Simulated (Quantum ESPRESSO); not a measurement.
# Ir3AlIn2TiCu: a curve over one atom's position

Simulated, not a measurement. The program is pw.x of Quantum ESPRESSO 7.5 (plane-wave density functional theory). The cell is made up: eight metal atoms on a face-centred cubic lattice, with elements, volume, strain and displacements drawn at random and not relaxed, so it may be unstable or far from any real phase. PseudoDojo standard norm-conserving files set the functional (PBE unless stated); there is no spin polarisation or spin-orbit coupling, the Fermi-Dirac width of 0.25 eV means electrons at about 2900 K, and the masses in the input are unused placeholders. The copper pseudopotential is less sure than most, with forces differing by about three percent and pressure by about two GPa from a second method on plain copper. Heavy elements are run without spin-orbit coupling, which real alloys of them have. A spin test at this wide smearing found no moment, but such smearing suppresses magnetism that the real alloy may have.

Seven runs move atom 2 (Al, counted in the order of the input) along z and keep all else fixed.

Input of the run at -0.0063:

```
&control calculation='scf', pseudo_dir='./dojo.nc.sr.pbe.v0_5.standard.upf', outdir='./o', disk_io='minimal', tprnfor=.true., tstress=.true. /
&system ibrav=0, nat=8, ntyp=5, nbnd=69, ecutwfc=92.02030273, nosym=.true., tot_charge=0,
 occupations='smearing', smearing='fd', degauss=0.0183746611
/
&electrons conv_thr=1.470e-08, electron_maxstep=70, mixing_beta=0.5 /
ATOMIC_SPECIES
Al 1.0 Al.upf
Cu 1.0 Cu.upf
In 1.0 In.upf
Ir 1.0 Ir.upf
Ti 1.0 Ti.upf
CELL_PARAMETERS angstrom
-4.1412 -0.061 0.0132
-0.0742 -3.999 4.0077
0.0849 6.0535 2.0588
ATOMIC_POSITIONS angstrom
Ir 0.0915 0.0519 -0.0234
Al 0.0836 1.9605 2.0635
Ir -0.1508 -1.855 2.0885
In 0.1885 0.1222 3.97
Ti -1.8962 4.0402 2.2593
In -1.9729 -0.1053 2.1173
Ir -2.0439 1.9708 4.0306
Cu -2.1915 -2.0853 4.0433
K_POINTS automatic
6 5 4 1 1 1
```

| shift of atom 2 along z (Å) | free energy less that of the input shown (eV) | Fx on atom 2 (eV/Å) | Fy on atom 2 (eV/Å) | Fz on atom 2 (eV/Å) | pressure (GPa) | iterations |
| --- | --- | --- | --- | --- | --- | --- |
| -0.1427 | -0.0473 | 0.059 | 0.816 | -0.139 | -3.33 | 17 |
| -0.1182 | -0.0430 | 0.065 | 0.879 | -0.213 | -3.32 | 17 |
| -0.0284 | -0.0116 | 0.075 | 1.141 | -0.488 | -3.17 | 17 |
| -0.0063 | 0.0000 | 0.074 | 1.213 | -0.558 | -3.10 | 17 |
| +0.0583 | 0.0428 | 0.065 | 1.441 | -0.768 | -2.86 | 17 |
| +0.0831 | 0.0629 | 0.058 | 1.537 | -0.853 | -2.74 | 17 |
| +0.1437 | 0.1211 | 0.035 | 1.787 | -1.072 | -2.39 | 17 |

A cubic fit gives dFz/dz = -3.19 eV/Å² at zero shift. Across the table the energy follows the integral of the force to 0.1 meV. A rerun of one of the cells at a higher cutoff and on a denser mesh moved values by no more than 0.003 eV in energy, 0.05 GPa in stress and 0.005 eV/Å in force, and a second program with other atomic files agreed on that cell to 2 % rms in force and 0.5 GPa in pressure.